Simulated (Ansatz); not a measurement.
## Profile along the Zn–Zn line in Zn (hcp, Mg type)

Zn (hcp, Mg type)

```
CELL_PARAMETERS angstrom
      2.62220     0.00000     0.00000
     -1.31110     2.27089     0.00000
      0.00000     0.00000     5.19319
ATOMIC_POSITIONS crystal
  Zn 0.33333 0.66667 0.75000
  Zn 0.66667 0.33333 0.25000
```

Fields along a shortest Zn–Zn line of a (0001) plane (2.62 Å), from Zn to Zn, interpolated on the slice's grid (step about 0.2 Å). All values below come from PBE (plane waves to 420 eV, PAW, scalar-relativistic; Ansatz, a first-principles code). k mesh 20×20×9. These are valence fields of a PAW run, semicore shells included where kept as valence: close to a nucleus they are smooth pseudo fields. The PAW data are Ansatz's earlier set. Zn was relaxed with its symmetry unable to fall.

```csv
distance from Zn (Å),valence electron density (e/Å³),electron localisation function
0.00,46.53,x
0.13,38.46,x
0.26,22.09,x
0.39,9.33,x
0.52,3.40,0.03
0.66,1.37,0.09
0.79,0.73,0.15
0.92,0.46,0.19
1.05,0.33,0.23
1.18,0.28,0.29
1.31,0.26,0.34
1.44,0.28,0.29
1.57,0.33,0.23
1.70,0.46,0.19
1.83,0.73,0.15
1.97,1.37,0.09
2.10,3.40,0.03
2.23,9.33,x
2.36,22.09,x
2.49,38.46,x
2.62,46.53,x
```

x: too close to a nucleus for the ELF to mean much.

Density on the Zn–Zn line (2.62 Å) at its midpoint: 0.26 e/Å³. ELF at that point: 0.34.
